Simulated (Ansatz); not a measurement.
Computed with DFT PBE, scalar-relativistic, plane waves, PAW in Ansatz. Settings: cutoff 420 eV, Γ-centred meshes spaced at most about 0.3 Å⁻¹, and about 0.25 Å⁻¹ or finer for metals (2π included), Gaussian smearing. No spin polarisation in the final relaxations.

All energies are static (0 K, no zero-point motion).

Compare these two cells of Lu3Bi, each relaxed at this level.

A. Space group Fm-3m (No. 225), cubic, a = 7.649 Å. Lu on a site of symmetry -43m has 4 Bi at 3.31 Å, 4 Lu at 3.31 Å and 6 Lu at 3.82 Å; Lu on a site of symmetry m-3m is surrounded by 8 Lu at 3.31 Å and 6 Bi at 3.82 Å; Bi has 8 Lu at 3.31 Å and 6 Lu at 3.82 Å.

B. Space group P-6m2 (No. 187), hexagonal, a = 3.543 Å, c = 10.668 Å. Lu on a site of symmetry -6m2 has 12 Lu at 3.40–3.54 Å; Lu on a site of symmetry 3m is surrounded by 3 Bi at 3.33 Å and 9 Lu at 3.40–3.54 Å; around Bi lie 6 Lu at 3.33 Å and 6 Bi at 3.54 Å.

Question: Which is lower in energy, and by how much?

Answer: B is lower, by 144 meV/atom. A has the BiF3 (D0_3) type, space group Fm-3m (No. 225), 28.0 Å³/atom and no gap on its mesh; B has Lu and Bi ordered on hcp sites, space group P-6m2 (No. 187), 29.0 Å³/atom and no gap. Counting all near atoms (those within 1.25 times the shortest distance at each site; a plus sign parts nearer from farther groups), A has Lu 8+6, Bi 8+6 and B has Lu 12, Bi 12. The lower one is the more open, so pressure narrows the difference. Both come from invented guesses. A third cell relaxed alike, in Pm-3n, lies 50 meV/atom below the lower of the two.

Spin–orbit coupling, which can matter for Bi, is left out. A magnetic state wasn't ruled out in cells without spin, among them Fm-3m. Cells relaxed within their symmetry can be saddle points.
